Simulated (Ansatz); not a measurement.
Ni: constraining the magnetisation

The cell (1 atom) is Ni as an experimental structure (space group Fm-3m). Source: COD entry 9012982, which need not be the ambient phase.

```xyz
1
Lattice="0.0000 1.7673 1.7673 1.7673 0.0000 1.7673 1.7673 1.7673 0.0000" Properties=species:S:1:pos:R:3 pbc="T T T"
Ni    0.0000    0.0000    0.0000
```

Atoms are numbered from 1 in the order listed.

The calculation used Ansatz development build ahead of 0.2.0, DFT, PBE, PAW, plane waves, scalar-relativistic.

```
Plane-wave cutoff : 420 eV
k-point mesh      : 12×12×12 (Γ-centred)
Occupations       : Fermi–Dirac smearing, 0.05 eV
Valence electrons : 18
```

Moments by site are taken inside atomic spheres; the rest lies between them.

For a metal this mesh leaves errors of several meV/atom.

The total moment of the cell is held fixed (separate Fermi levels for the two spins), shared at the start among the Ni atoms with one sign; no search for lower states follows. Energies are free energies per cell above the lowest run, the runs with a free moment included. A row is the solution that its start led to, not a proven minimum at that M. The run at M = 0 starts without moments and gives the spin-unpolarised solution. The cell holds one magnetic atom, so only parallel order fits; orders in a larger cell may lie lower.

The run at M = 0.99 μB took 1.2 s on 2 threads of Arm Neoverse V1, on a shared host, peak memory 0.22 GiB.

```json
{"fixed M (μB/cell)": "0.00", "F − F(lowest) (meV/cell)": "48", "moments of Ni1 (μB)": "0.00"}
{"fixed M (μB/cell)": "0.25", "F − F(lowest) (meV/cell)": "36", "moments of Ni1 (μB)": "0.27"}
{"fixed M (μB/cell)": "0.50", "F − F(lowest) (meV/cell)": "9", "moments of Ni1 (μB)": "0.54"}
{"fixed M (μB/cell)": "0.75", "F − F(lowest) (meV/cell)": "?", "moments of Ni1 (μB)": "?"}
{"fixed M (μB/cell)": "0.99", "F − F(lowest) (meV/cell)": "83", "moments of Ni1 (μB)": "1.00"}
{"fixed M (μB/cell)": "1.24", "F − F(lowest) (meV/cell)": "262", "moments of Ni1 (μB)": "1.22"}
{"fixed M (μB/cell)": "1.49", "F − F(lowest) (meV/cell)": "569", "moments of Ni1 (μB)": "1.42"}
{"fixed M (μB/cell)": "1.74", "F − F(lowest) (meV/cell)": "?", "moments of Ni1 (μB)": "?"}
{"fixed M (μB/cell)": "1.99", "F − F(lowest) (meV/cell)": "1648", "moments of Ni1 (μB)": "1.80"}
```

(1) Fill in the row for M = 0.75 μB.

(2) Fill in the row for M = 1.74 μB.

(3) Where do runs with a free total moment end?

## Answers

(1) 4 meV; moments Ni1 0.79 μB.

(2) 1009 meV; moments Ni1 1.61 μB.

(3) “usual moment scaled by 0.1, free total moment [Ni1 0.20 μB]” ends at 0.69 μB, 0 meV; “usual moment, free total moment [Ni1 2.00 μB]” ends at 0.69 μB, 0 meV.
